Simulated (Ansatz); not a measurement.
Relaxed-ion elastic tensor of KCl (rock salt, Fm-3m) in GPa (Voigt order), the program Ansatz at the LDA level (PAW); density 2.21 g/cm³, 28.04 Å³ per atom.

```
59.3   6.8   6.8   0.0   0.0   0.0
 6.8  59.3   6.8   0.0   0.0   0.0
 6.8   6.8  59.3   0.0   0.0   0.0
 0.0   0.0   0.0   6.4   0.0   0.0
 0.0   0.0   0.0   0.0   6.4   0.0
 0.0   0.0   0.0   0.0   0.0   6.4
```

Q: Is the crystal mechanically stable?

A: Yes: the smallest eigenvalue of C is 6.4 GPa.

Q: Work out the Voigt, Reuss and Hill averages.

A: K_V = 24.3, K_R = 24.3, K_H = 24.3; G_V = 14.4, G_R = 9.2, G_H = 11.8 GPa.

Q: Give Young's modulus, Poisson's ratio, Pugh's ratio and the universal anisotropy index.

A: E = 9KG/(3K + G) = 30.5 GPa; ν = 0.29; K/G = 2.06 (ductile by the Pugh limit of 1.75); A_U = 5G_V/G_R + K_V/K_R − 6 = 2.79.

Q: Estimate the sound speeds and the Debye temperature.

A: v_l = √((K + 4G/3)/ρ) = 4260 m/s, v_t = √(G/ρ) = 2310 m/s, mean 2580 m/s; Θ = (h/k)(3n/4πV)^(1/3) v_m = 253 K.

Q: Give the Zener ratio and Young's modulus along [100], [110] and [111].

A: A = 2C44/(C11 − C12) = 0.25; 1/E = S11 − 2(S11 − S12 − S44/2)Γ with Γ = 0, 1/4, 1/3 gives 57.9, 21.5, 17.8 GPa.

Symmetry was held in the LDA relaxation; phonons on a q-mesh show no instability.

Potentials: the later of the program's two PAW sets.
